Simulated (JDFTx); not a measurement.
System: Al(100) (Fm-3m bulk; lattice of mp-134, not re-optimised at this level), 1x1 cell of 4 atoms in 4 planes, area 8.16 Å² a face, 6.2 Å between the outermost planes in a cell 22.1 Å high; k mesh 8×8×1, Fermi width 0.01 Ha, no spin polarisation.

Level of theory: PBE, GBRV ultrasoft potentials, plane waves to 20/100 Ha; code: a modified build of JDFTx. Liquid on both sides: linear PCM (GLSSA13), water, 1 M NaCl; nuclei fixed, outer atoms relaxed in vacuum. The electron chemical potential μ is absolute (zero in the bulk liquid) and is turned into a potential by U = −μ/e − 4.44 V vs SHE, a convention. Ideal, unreconstructed faces without any overlayer. Convergence in thickness and k mesh wasn't tested for this slab.

| U (V vs SHE) | μ (eV) | excess electrons per cell | σ (μC/cm², per face) | run |
|---|---|---|---|---|
| -1.10 | -3.34 | ___ | ___ | fixed potential |
| -0.70 | -3.74 | ___ | ___ | fixed potential |
| -0.55 | -3.89 | 0.021 | -2.0 | fixed potential |
| -0.41 | -4.03 | 0.000 | 0.0 | neutral |
| -0.25 | -4.19 | -0.027 | 2.6 | fixed potential |
| 0.06 | -4.50 | -0.081 | 8.0 | fixed charge |
| 0.30 | -4.74 | -0.131 | 12.8 | fixed potential |

**Question.** Fill in the missing entries, row by row.

**Answer.** 
- -1.10, excess electrons per cell: 0.097
- -1.10, σ (μC/cm², per face): -9.5
- -0.70, excess electrons per cell: 0.042
- -0.70, σ (μC/cm², per face): -4.2
